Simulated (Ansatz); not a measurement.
# Data sheet: NiS2 (DFT)

NiS2:
```
NiS2
1.0
    4.08595     0.00000     0.00000
    0.00000     5.22152     0.00000
   -2.06466     0.00000     4.90338
Ni S
2 4
Direct
  0.00000   0.00000   0.00000
  0.00000   0.50000   0.50000
  0.84989   0.88303   0.33254
  0.15011   0.38303   0.16746
  0.84989   0.61697   0.83254
  0.15011   0.11697   0.66746
```

Space group P2_1/c (No. 14); conventional cell a = 4.0859 Å, b = 5.2215 Å, c = 5.3203 Å, α = γ = 90.00°, β = 112.83°.

Method: plane-wave PAW r²SCAN (Ansatz code). Structure relaxed to zero pressure with the same functional. Other levels are named where they apply.

### Cell and energy

```json
{
 "volume_per_atom": "17.44 Å³",
 "density": "3.90 g/cm³",
 "Formation energy from the elements (no fitted shifts)": "-0.34 eV/atom"
}
```

### Electronic structure

```json
{
  "band_gap": "0.33 eV (indirect)",
  "valence_band_maximum": "at Γ",
  "conduction_band_minimum": "off the standard path, at k = (0.182, 0.411, 0.469) in fractions of the reciprocal vectors",
  "smallest_direct_gap_on_the_standard_path": "0.79 eV"
}
```

The workflow started from a Materials Project entry (that database holds measured and hypothetical structures alike); the Crystallography Open Database copy checked does not list it. COD files the formula under space group No. 205. Its standing as an ambient phase is unchecked. The r²SCAN relaxation kept the symmetry of its start; its stability against distortions is not shown here. No spin polarisation was allowed. A crystal of weakly bound layers computed without a dispersion correction: the cell and the soft elastic constants depend strongly on that. The references are the lowest solids computed at this level, not always the standard phases.

Potentials: the earlier of the program's two PAW sets. The files were generated under PBE; for other functionals the program regenerates the frozen cores, and for LDA and PBEsol the local potential too.
